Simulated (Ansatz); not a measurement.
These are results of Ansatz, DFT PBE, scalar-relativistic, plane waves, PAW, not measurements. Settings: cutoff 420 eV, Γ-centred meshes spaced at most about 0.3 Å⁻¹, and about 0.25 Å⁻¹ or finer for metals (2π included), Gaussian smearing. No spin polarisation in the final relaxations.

These are static total energies at zero pressure.

Two relaxed structures of InSb₃:

A.

```
CELL_PARAMETERS angstrom
3.11353 0.00000 0.00000
0.00000 3.11353 0.00000
0.00000 0.00000 12.01238
ATOMIC_POSITIONS crystal
In 0.00000 0.00000 0.00000
Sb 0.50000 0.50000 0.50000
Sb 0.00000 0.00000 0.74691
Sb 0.00000 0.00000 0.25309
```

B.

```
CELL_PARAMETERS angstrom
4.81384 0.00000 0.00000
0.00000 4.81384 0.00000
0.00000 0.00000 4.81384
ATOMIC_POSITIONS crystal
In 0.00000 0.00000 0.00000
Sb 0.50000 0.00000 0.50000
Sb 0.00000 0.50000 0.50000
Sb 0.50000 0.50000 0.00000
```

Question: Which form is favoured at zero pressure, and by what margin per atom?

Answer: B is lower, by 19 meV/atom. A has space group P4/mmm (No. 123), 29.1 Å³/atom and no gap on its mesh; B has the Cu3Au (L1_2) type, space group Pm-3m (No. 221), 27.9 Å³/atom and no gap. Counting Sb atoms around In (those within 1.25 times the shortest such distance or 1.15 times the sum of covalent radii; the shortest distance is added where it is long for a bond), A has In 2 and B has In 12 from 3.4 Å. Even the lower one lies +0.18 eV/atom against the reference forms of the elements (uncorrected), so neither is stable at this level. In A, In has 2 Sb at 3.04 Å and 4 In at 3.11 Å; Sb on a site of symmetry 4/mmm is surrounded by 4 Sb at 3.11 Å and 8 Sb at 3.69 Å; around Sb on a site of symmetry 4mm lie 1 In at 3.04 Å, 4 Sb at 3.11 Å and 4 Sb at 3.69 Å. In B, around In lie 12 Sb at 3.40 Å; Sb is surrounded by 4 In at 3.40 Å and 8 Sb at 3.40 Å. Origin: A was invented; B is a Materials Project cell, relaxed. A third cell relaxed alike, in Fm-3m (a Materials Project cell), lies 12 meV/atom below the lower of the two.

Weakly bound directions are ill-defined at this level, which has no dispersion term (P4/mmm), and this can change margins and order among such cells. These runs have no spin–orbit coupling, which can matter for Sb. Cells relaxed within their symmetry can be saddle points.
